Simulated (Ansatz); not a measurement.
Co$_{2}$Li$_{3}$Nb$_{3}$O$_{12}$ in space group P1 (No. 1; Pearson symbol aP20), DFT-PBE in the program Ansatz with PAW potentials, all energies at zero smearing, with the estimated change up to a 700 eV cutoff added, with one set of potentials and settings (totals compare only within such a set). Cell of 20 atoms (2 Co, 3 Li, 3 Nb, 12 O): -31344.831 eV.

```
element                                reference phase  E (eV/atom)
-------  ---------------------------------------------  -----------
Co       P6_3/mmc, 2 atoms in the cell, spin-polarised   -5126.1559
Li                          Fm-3m, 1 atoms in the cell    -204.6902
Nb                          Im-3m, 1 atoms in the cell   -4552.2836
O            C2/m, 4 atoms in the cell, spin-polarised    -565.0000
```

Formation energy per atom, worked out: (-31344.831 − 2×(-5126.1559) − 3×(-204.6902) − 3×(-4552.2836) − 12×(-565.0000))/20 = -2.080 eV/atom (-201 kJ per mol of atoms), at 0 K, without zero-point energy or fitted corrections.

The start of the workflow was typed in or built on a structure type; neither database checked (COD, Materials Project) lists it. Its standing as an ambient phase is unchecked. Symmetry was held in the PBE relaxation; whether a distortion lowers the energy is not shown. Magnetic state: ferromagnetic, chosen from 2 collinear starts compared on coarse meshes (ties went to the first, and starts can fall back to one state), not a proven ground state. No Hubbard U is applied. The references are the lowest solids computed at this level, not always the standard phases (solids in place of the gases).

Potentials: the later of the program's two PAW sets.
